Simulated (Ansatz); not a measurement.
# From BaSi6 to BaGe$_{6}$

```
Ba Si
1.0
     4.50351    0.00000    0.00000
     2.25175   -5.21243    0.00000
     0.00000    0.00000  -12.02913
Ba Si
2 12
Direct
  0.27449 0.45102 0.75000
  0.72551 0.54898 0.25000
  0.24696 0.50608 0.46261
  0.75304 0.49392 0.96261
  0.75304 0.49392 0.53739
  0.24696 0.50608 0.03739
  0.55896 0.88208 0.64682
  0.44104 0.11792 0.14682
  0.44104 0.11792 0.35318
  0.55896 0.88208 0.85318
  0.02354 0.95292 0.40181
  0.97646 0.04708 0.90181
  0.97646 0.04708 0.59819
  0.02354 0.95292 0.09819
```

Computed with plane-wave PAW DFT (Ansatz 0.2.0): r2SCAN, 500 eV cutoff, 8×8×3 Γ-centred mesh, fermi-dirac occupations of width 0.100 eV. Spin: none. Single points at fixed atoms.

Now every Si is replaced by Ge on the same fractional sites, and the cell goes from 20.17 to 22.06 Å³ an atom (a = 4.640 Å, b = 5.850 Å, c = 12.393 Å, α = 90.00°, β = 90.00°, γ = 66.64°; 6×6×2 Γ-centred mesh, gaussian occupations of width 0.013 eV).

**Question.** How do gap, charges, pressure and binding respond?

**Answer.** The runs give:

```json
{"quantity": "pressure (GPa)", "BaSi6": "-0.6", "BaGe$_{6}$": "3.1"}
{"quantity": "formation energy (eV/atom)", "BaSi6": "-0.091", "BaGe$_{6}$": "-0.171"}
```

Mean Bader charges in e: Si -0.21 becomes Ge -0.21; Ba +1.24 → +1.28. Ge is more electronegative than Si (Pauling 2.01 against 1.90), and the charges barely move. Neither shows a clear gap on its mesh.

Origins: BaSi6, a database entry at a slightly scaled volume; BaGe6, a known structure type with other elements put in, at an estimated volume. An invented cell need not be a known compound.

Caveats: atoms and cells are not relaxed; pressure is positive in compression; a dash marks a value that doesn't apply or isn't given.
